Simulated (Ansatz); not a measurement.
Polymorphs of LiNbO$_{3}$, each relaxed with DFT-r²SCAN in the program Ansatz with PAW potentials:

A: R-3
a = 5.2087 Å, b = 5.2087 Å, c = 14.2164 Å, α = 90.00°, β = 90.00°, γ = 120.00°

```tsv
atom	site	symmetry	x	y	z
Li	6c	3.	0.0000	0.0000	0.3567
Nb	6c	3.	0.0000	0.0000	0.1437
O	18f	1	0.3173	0.0289	0.2444
```

B: R3c
a = 5.137 Å, b = 5.137 Å, c = 13.887 Å, α = 90.00°, β = 90.00°, γ = 120.00°

| atom | site | symmetry | x | y | z |
|---|---|---|---|---|---|
| Li | 6a | 3. | 0.0000 | 0.0000 | 0.2063 |
| Nb | 6a | 3. | 0.0000 | 0.0000 | 0.4883 |
| O | 18b | 1 | 0.0103 | 0.3780 | 0.2587 |

Task: Order them by energy per atom at 0 K (lowest first) at the level r²SCAN.

Result: B (+0 meV/atom), A (+31 meV/atom)

Task: Give each one's gap.

Result: A 4.42 eV; B 4.01 eV.

Not the usual ambient phase: A. All cells were relaxed under the symmetry of their starts (and spin orders); stability against distortions was not tested throughout. Named crystals with no word on spin ran without spin polarisation. Scalar-relativistic: spin–orbit coupling is off unless named, which matters more the heavier the elements.

Energies hold the estimated change up to a 700 eV cutoff; steps of a few meV lie near the error of the meshes.

Potentials: the earlier of the program's two PAW sets. The files were generated under PBE; for other functionals the program regenerates the frozen cores, and for LDA and PBEsol the local potential too.
